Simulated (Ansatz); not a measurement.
ScCd3:
```
CELL_PARAMETERS angstrom
      6.33906     0.00000     0.00000
     -3.16953     5.48979     0.00000
      0.00000     0.00000     4.84773
ATOMIC_POSITIONS crystal
  Sc 0.33333 0.66667 0.25000
  Sc 0.66667 0.33333 0.75000
  Cd 0.83376 0.66752 0.25000
  Cd 0.16624 0.33248 0.75000
  Cd 0.16624 0.83376 0.75000
  Cd 0.83376 0.16624 0.25000
  Cd 0.33248 0.16624 0.25000
  Cd 0.66752 0.83376 0.75000
```

This is the r²SCAN-relaxed structure.

### Question
All from r²SCAN in the plane-wave PAW code Ansatz, unless another level is named. Estimate the formation energy from the elements (no fitted shifts).

### Answer
-0.25 eV/atom.

### Question
What about the density of states at the Fermi level?

### Answer
0.57 states/eV per atom (mean over ±0.08 eV).

Space group P6_3/mmc. The workflow started from a Materials Project entry (that database holds measured and hypothetical structures alike); the Crystallography Open Database files this formula in space group No. 194, but the cells were not matched. Whether it is the stable phase at ambient conditions was not checked. Symmetry was held in the r²SCAN relaxation; its stability against distortions is not shown here. The run is not spin-polarised. The references are the lowest solids computed at this level, not always the standard phases. Spin–orbit coupling is left out wherever it is not named.

Potentials: the later of the program's two PAW sets.
